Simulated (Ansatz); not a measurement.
B$_{6}$As:
```cif
data_As6B36
_chemical_formula_sum 'B36 As6'
_space_group_name_H-M_alt 'R-3m :H'
_space_group_IT_number 166
_space_group_name_Hall '-R 3 2"'
_cell_length_a 6.12274
_cell_length_b 6.12274
_cell_length_c 11.84365
_cell_angle_alpha 90.000
_cell_angle_beta 90.000
_cell_angle_gamma 120.000
loop_
_atom_site_label
_atom_site_type_symbol
_atom_site_symmetry_multiplicity
_atom_site_Wyckoff_symbol
_atom_site_fract_x
_atom_site_fract_y
_atom_site_fract_z
_atom_site_occupancy
B1 B 18 h 0.20599 0.10300 0.11867 1
B2 B 18 h 0.15026 0.30053 0.02794 1
As1 As 6 c 0.00000 0.00000 0.39920 1
```
(The calculation used a cell of 14 atoms; values per cell refer to that cell.)

Relaxed with PBEsol. PBEsol in the plane-wave PAW code Ansatz gives a gap of 2.62 eV.

**Question.** What gap does HSE06 give on the same cell (Ansatz, PAW)?

**Answer.** 3.43 eV, 0.81 eV more. The hybrid was solved on a coarser mesh and at special points; its gap is the smallest among all of these.

```json
[
 {"k": "Γ", "v1 PBEsol": "-0.01", "c1 PBEsol": "4.45", "v1 HSE06": "(withheld)", "c1 HSE06": "(withheld)"},
 {"k": "T", "v1 PBEsol": "-0.06", "c1 PBEsol": "2.67", "v1 HSE06": "(withheld)", "c1 HSE06": "(withheld)"},
 {"k": "L", "v1 PBEsol": "-0.04", "c1 PBEsol": "2.62", "v1 HSE06": "-0.25", "c1 HSE06": "3.43"},
 {"k": "F", "v1 PBEsol": "-0.24", "c1 PBEsol": "3.38", "v1 HSE06": "-0.41", "c1 HSE06": "4.22"},
 {"k": "S0", "v1 PBEsol": "-0.21", "c1 PBEsol": "3.44", "v1 HSE06": "(withheld)", "c1 HSE06": "(withheld)"},
 {"k": "H0", "v1 PBEsol": "-0.77", "c1 PBEsol": "3.77", "v1 HSE06": "(withheld)", "c1 HSE06": "(withheld)"}
]
```

**Question.** Top valence (v1) and lowest conduction level (c1) in eV from each method's valence maximum (which need not be a listed point): supply the withheld HSE06 values.

**Answer.** 
- T, v1 HSE06: 0.00
- T, c1 HSE06: 3.61
- Γ, v1 HSE06: -0.22
- Γ, c1 HSE06: 5.37
- S0, v1 HSE06: -0.39
- S0, c1 HSE06: 4.30
- H0, v1 HSE06: -0.79
- H0, c1 HSE06: 4.66

Cost on shared cores: the PBEsol run (SCF on a 6×6×6 mesh, then bands and DOS) roughly 80 core-seconds, the HSE06 run (SCF on 4×4×4, then a few points) about 8 core-minutes (a rough figure); the tasks are unlike.

The first step of the workflow began from a Materials Project structure, measured or hypothetical; the Crystallography Open Database copy checked does not list it. Whether it is the stable phase at ambient conditions was not checked. Symmetry was held in the PBEsol relaxation; phonons on a q-mesh show no instability. Scalar-relativistic: spin–orbit coupling is off unless named, which matters more the heavier the elements.

Potentials: the later of the program's two PAW sets.
